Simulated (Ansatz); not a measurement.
Given:

Y₂AlSi₂:
```
Y2AlSi2
1.0
   -2.03810     2.85350     4.37694
    2.03810    -2.85350     4.37694
    2.03810     2.85350    -4.37694
Si Y Al
2 2 1
Cartesian
  2.03810   1.65421   0.00000
  0.00000   1.19929   4.37694
  2.03810   0.00000   2.53350
  0.00000   2.85350   1.84344
  0.00000   0.00000   0.00000
```

This is the r²SCAN-relaxed structure.

Q: All from r²SCAN (plane waves, PAW; program Ansatz), unless another level is named. Estimate the electronic character.

A: metallic (no gap).

Q: Next, the formation energy from the elements (no fitted shifts)?

A: -0.79 eV/atom.

Q: Give the density of states at the Fermi level.

A: 0.48 states/eV per atom (mean over ±0.08 eV).

Space group Immm. The workflow started from an entry of the Crystallography Open Database (COD). Whether it is the stable phase at ambient conditions was not checked. The cell was relaxed with r²SCAN under the symmetry of its start; its stability against distortions is not shown here. The run is not spin-polarised. The references are the lowest solids computed at this level, not always the standard phases. Spin–orbit coupling is left out wherever it is not named.

Potentials: the later of the program's two PAW sets.
